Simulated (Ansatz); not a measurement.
System: InP (zinc blende type), 2 atoms in the cell.

```yaml
crystal:
  lattice:
    - [0.00000, 2.98000, 2.98000]
    - [2.98000, 0.00000, 2.98000]
    - [2.98000, 2.98000, 0.00000]
  atoms:
    - { symbol: In, position: [0.00000, 0.00000, 0.00000] }
    - { symbol: P, position: [0.25000, 0.25000, 0.25000] }
```
Lattice in Å, positions in fractions of it.

Code and potentials: Ansatz PAW hard set, 700 eV. Settings of the plain PBE run: k-mesh 6×6×6 Γ-centred; Fermi–Dirac smearing of 0.02 eV; no spin polarisation; no spin–orbit coupling.

Plain PBE gives:

* Pressure: -0.03 GPa
* Gap on the mesh: 0.44 eV

**Question.** What changes under PBE with spin–orbit coupling?

**Answer.** The pressure goes down by 0.07 GPa to -0.10 GPa; the gap drops by 0.03 eV to 0.41 eV.

**Question.** What changes under r²SCAN?

**Answer.** The pressure decreases by 1.71 GPa to -1.74 GPa; the gap rises by 0.43 eV to 0.87 eV.

The stress includes the program's correction for the finite plane-wave basis.

Potentials made with PBE were used with another functional (at least in: Ansatz PAW hard set, 700 eV (r²SCAN)). Semilocal functionals give gaps that mostly lie well below measured ones.
